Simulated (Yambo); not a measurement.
Yambo run on KPF$_{6}$ (space group R-3, No. 148). The wavefunctions are norm-conserving PBEsol (Quantum ESPRESSO, 84 Ry, no spin-orbit coupling) ones on a 2×2×2 mesh (28 occupied bands); a = b = c = 4.723 Å, α = β = γ = 97.80°.

Yambo input:

```
rim_cut
gw0
dyson
el_el_corr
HF_and_locXC
ppa
em1d
RandQpts= 1000000
RandGvec= 1 Ry
EXXRLvcs= 84 Ry
VXCRLvcs= 336 Ry
Chimod= "HARTREE"
% BndsRnXp
 1 | 157 |
%
NGsBlkXp= 7 Ry
% LongDrXp
 1.0 | 1.0 | 1.0 |
%
PPAPntXp= 27.2114 eV
% GbndRnge
 1 | 66 |
%
GTermKind= "none"
DysSolver= "n"
ExtendOut
% QPkrange
 1 | 1 | 28 | 29 |
%
```

k points by index: 1 = Γ.

Table of the .qp output:

```
#    K-point    Band    Eo [eV]    E [eV]    E-Eo [eV]    Vxc [eV]    Vnlxc [eV]    Sc|Eo [eV]    Sc|E [eV]    dSc/dw|Eo [eV]    Re(Z)    Im(Z)
#
    1    28    0.000000    -2.331120    -2.331120    -23.60856    -31.67271    5.307841    5.733031    -4.963067    0.845744    -0.811763E-3
    1    29    7.504436    9.861165    2.356729    -12.94577    -7.873561    -2.451753    -2.715477    -3.044958    0.899361    -0.519287E-3
```
(The two width columns are left out.) Convergence of these settings isn't established.

Geometry of the Materials Project entry, not relaxed at this level.

The structure is a Materials Project entry; no match was found in the copy of COD used, and its stability was not checked.
